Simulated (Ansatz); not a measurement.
Electric field gradients in In2Se3

Theory: DFT LDA, scalar-relativistic, plane waves, PAW (Ansatz). Settings: 420 eV plane-wave cutoff, Γ-centred 12×12×4 mesh, Fermi-Dirac smearing of 0.15 eV. No spin polarisation.

Equilibrium structure at this level:
```
CELL_PARAMETERS angstrom
3.91768 0.00091 -0.00336
1.95805 3.39326 -0.00669
0.00780 0.01344 9.12787
ATOMIC_POSITIONS crystal
In 0.33333 0.33333 0.80101
In 0.66667 0.66667 0.19899
Se 0.00000 0.00000 0.00000
Se 0.33333 0.33334 0.34605
Se 0.66667 0.66666 0.65395
```

In a metal these results depend on the k mesh and the smearing. The crystal is built of layers and no dispersion correction was added, so the binding between them is poorly described, and with it their spacing and whatever depends on it. A semilocal functional can close a gap that the real compound has. Spin–orbit coupling is left out, which matters for gradients at heavy nuclei.

**Question.** Give V_zz (10²¹ V/m²) and the asymmetry η at each distinct site.

**Answer.**
```tsv
atom	V_zz	η
In (atom 1)	6.20	0.00
Se (atom 3)	-3.29	0.00
Se (atom 4)	-3.57	0.00
```

Whether In2Se3 exists in this form wasn't checked.

Cost: 1 run of about 0.52 core-minutes, on Intel Xeon Processor @ 2.50GHz (Skylake/Cascade Lake) (shared hosts).